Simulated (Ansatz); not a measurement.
Energy landscape of GaIr

4 relaxations of GaIr ended in 3 distinct structures. All values below come from PBEsol (plane waves to 420 eV, PAW, scalar-relativistic; Ansatz, an electronic-structure program).

| # | space group | Pearson | type | E − E(lowest) (eV/atom) | V (Å³/atom) | gap (eV, no SOC) | coordination | runs ending here |
|---|---|---|---|---|---|---|---|---|
| 1 | Pm-3m | cP2 | CsCl type | 0.00 | 13.77 | 0.00 | Ga 8 (cubic)+6, Ir 8 (cubic)+6 | 2 |
| 2 | P6/mmm | hP6 | AFLOW prototype AB_hP6_191_f_ad (B35, as in CoSn) | 0.17 | 16.87 | 0.00 | – | 1 |
| 3 | F-43m | cF8 | zinc blende type | 1.11 | 20.91 | 0.04 | Ir 4 (tetrahedral), Ga 4 (tetrahedral) | 1 |

Coordination numbers (neighbours up to the widest gap in distance over summed covalent radii, below 1.35; n+m marks a second, longer set). Pm-3m, cP2, CsCl type is the lowest of the structures calculated here.

```cif
data_GaIr
_chemical_formula_sum 'Ga1 Ir1'
_space_group_name_H-M_alt 'Pm-3m'
_space_group_IT_number 221
_space_group_name_Hall '-P 4 2 3'
_cell_length_a 3.01972
_cell_length_b 3.01972
_cell_length_c 3.01972
_cell_angle_alpha 90.000
_cell_angle_beta 90.000
_cell_angle_gamma 90.000
loop_
_atom_site_label
_atom_site_type_symbol
_atom_site_symmetry_multiplicity
_atom_site_Wyckoff_symbol
_atom_site_fract_x
_atom_site_fract_y
_atom_site_fract_z
_atom_site_occupancy
Ga1 Ga 1 b 0.50000 0.50000 0.50000 1
Ir1 Ir 1 a 0.00000 0.00000 0.00000 1
```

Each run could gain symmetry but not lose that of its start, so entries can be saddle points. From databases, or of a type measured for this composition: Pm-3m, cP2, CsCl type; the others are generated cells (placed on structure types, drawn at random, substituted or restacked) that were not matched to a known phase here. Energies are at zero temperature and pressure, without zero-point motion. The runs use different k-meshes, so differences are rounded accordingly. No spin polarisation in the result. Without spin-orbit coupling the bands of the heavy element are not split, so the gap can be far off.
